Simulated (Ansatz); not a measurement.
## How much do the gradients of MgMnAlS4 depend on the method?

Cell: a computed structure from the Materials Project (it need not be an observed phase), taken as it stands.

Space group Imma (No. 74); a = 7.2772, b = 7.3128, c = 10.1842 Å.

| site | Wyckoff | site symmetry | x | y | z |
| --- | --- | --- | --- | --- | --- |
| Mg | 4e | mm2 | 0.0000 | 0.2500 | 0.6246 |
| Mn | 4a | 2/m.. | 0.0000 | 0.5000 | 0.0000 |
| Al | 4c | .2/m. | 0.2500 | 0.2500 | 0.2500 |
| S7 | 8i | .m. | 0.2291 | 0.7500 | 0.9860 |
| S8 | 8h | m.. | 0.0000 | 0.0256 | 0.2389 |

One atom of each set is listed; the run and its k-mesh use a cell of 14 atoms with edges of 7.25, 7.25, 7.25 Å.

First run. Computed with Ansatz: DFT, PBE, plane waves and PAW, scalar-relativistic, collinear spin, 420 eV cutoff, Γ-centred 7×7×7 k-points, Fermi–Dirac smearing 0.05 eV. Start moments as typed (μB): 4 on each Mn, none on the rest.

```
site  V_zz (10²¹ V/m²)     η  m (μB)
  Mg             0.014  0.66    0.01
  Mn              1.00  0.48    3.61
  Al             -0.63  0.55    0.02
  S7             -1.92  0.93    0.00
  S8              2.36  0.59   -0.01
```

Second run. The same atoms and settings, except that the functional is r2SCAN and the cutoff is 500 eV.

Problem. What does the second run give?

Solution. 

| site | V_zz | η | change of V_zz | m (μB) |
| --- | --- | --- | --- | --- |
| Mg | 0.030 | 0.24 | – | 0.01 |
| Mn | 1.49 | 0.43 | +0.49 | 3.81 |
| Al | -0.67 | 0.50 | -0.04 | 0.02 |
| S7 | 2.24 | 0.94 | – | -0.03 |
| S8 | 2.75 | 0.55 | +0.39 | -0.04 |

The largest change of V_zz along a kept axis is on Mn, from 1.00 to 1.49. In per cent, |V_zz| changes by +16 on S (all sites that start above 2). On S7, Mg the largest principal value lies along another axis in the second run, so the two V_zz can't be compared directly. The absolute magnetisation of the cell goes from 8.5 to 9.0 μB.

With no gap above 0.1 eV, as in a metal, the gradients converge slowly in k; expect changes of a tenth or more on a denser mesh. Semilocal functionals can leave a metal where correlation in the d or f shell opens a gap in the real compound, and that would change the values at and beside Mn. All moments are parallel here, as the start or the cell imposes; many such compounds order antiparallel, where fields and spin densities carried over to other atoms largely cancel. The magnetic order is the one that the run reached from its start moments, not necessarily the measured one.
For the second run: The program didn't check the stability of this electronic state in full, so a lower one may lie near. With these PAW files V_zz is typically within 2 to 3 % of all-electron values, but misses above 10 % occur on Al.
